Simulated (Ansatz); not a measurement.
An Ansatz (a quantum-chemistry and plane-wave program) input:

Ansatz 0.2 input:
```yaml
crystal:
  lattice:
    - [1.6258899448, -4.9427467717, 0.0]
    - [1.6258899448, 4.9427467717, 0.0]
    - [0.0, 0.0, 4.0205616446]
  atoms:
    - { symbol: Zr, position: [0.6388300139, 0.3611699861, 0.25] }
    - { symbol: Zr, position: [0.3611699861, 0.6388300139, 0.75] }
    - { symbol: Ni, position: [0.9171725661, 0.0828274339, 0.25] }
    - { symbol: Ni, position: [0.0828274339, 0.9171725661, 0.75] }
kpoints:
  mp_grid: { grid: [10, 10, 8] }
  band_path:
    path:
      - [[0.0, 0.0, 0.0], [-0.5, 0.5, 0.0], [-0.2770511403, 0.7229488597, 0.0]]  # Γ-Y-C_0
      - [[0.2770511403, 0.2770511403, 0.0], [0.0, 0.0, 0.0], [0.0, 0.0, 0.5], [0.2770511403, 0.2770511403, 0.5]]  # Σ_0-Γ-Z-A_0
      - [[-0.2770511403, 0.7229488597, 0.5], [-0.5, 0.5, 0.5], [-0.5, 0.5, 0.0]]  # E_0-T-Y
      - [[0.0, 0.0, 0.0], [0.0, 0.5, 0.0], [0.0, 0.5, 0.5], [0.0, 0.0, 0.5], [-0.5, 0.5, 0.5]]  # Γ-S-R-Z-T
    npoints: 6
basis: { xc_grid: 2 }
hamiltonian:
  xc: pbesol
  pseudopotentials: { kind: paw }
magnetization: { noncollinear: true, spin_orbit: true }
scf:
  n_extra_bands: 12
  convergence: { dr2_threshold: 0.0000000001 }
  occupations: { method: gaussian, width: 0.05 }
output: { eigenvalues: true }
```

Q: How many symmetry operations and irreducible k-points will the run report?

A: 8 operations, 155 of 800 k-points.

Q: With a cutoff of 420 eV, how many plane waves at Γ?

A: 1265.

It took about 110 core-seconds (a rough figure) on shared server cores.

Space group Cmcm. The first step of the workflow began from a Materials Project structure, measured or hypothetical; the Crystallography Open Database files this formula in space group No. 63, but the cells were not matched. Its standing as an ambient phase is unchecked. Symmetry was held in the PBEsol relaxation; whether a distortion lowers the energy is not shown. No spin polarisation was allowed.

Potentials: the later of the program's two PAW sets.

Ansatz is a plane-wave DFT program.
